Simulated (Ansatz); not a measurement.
Input:

BeS:
```
BeS
1.0
    3.27126     0.00000     0.00000
   -1.63563     2.83299     0.00000
    0.00000     0.00000     5.20688
Be S
2 2
Direct
  0.00000   0.00000   0.00000
  0.00000   0.00000   0.50000
  0.33333   0.66667   0.25000
  0.66667   0.33333   0.75000
```

This is the PBEsol-relaxed structure. Tensor components refer to the Cartesian frame of this cell.

### Question
All from plane-wave PAW PBEsol (Ansatz code), unless another level is named. Estimate the Poisson's ratio.

### Answer
0.33.

### Question
Give the elastic constants (relaxed ions, GPa).

### Answer
C11 = 206, C12 = 93.6, C13 = 46.2, C33 = 250, C44 = 22.9.

Space group P6_3/mmc (NiAs type). A made-up cell: these elements were put on the sites of a structure type; neither database checked (COD, Materials Project) lists it. COD files the formula under space group No. 216, so this cell is another polymorph or a model. Its standing as an ambient phase is unchecked. Symmetry was held in the PBEsol relaxation; whether a distortion lowers the energy is not shown.

Potentials: the later of the program's two PAW sets.
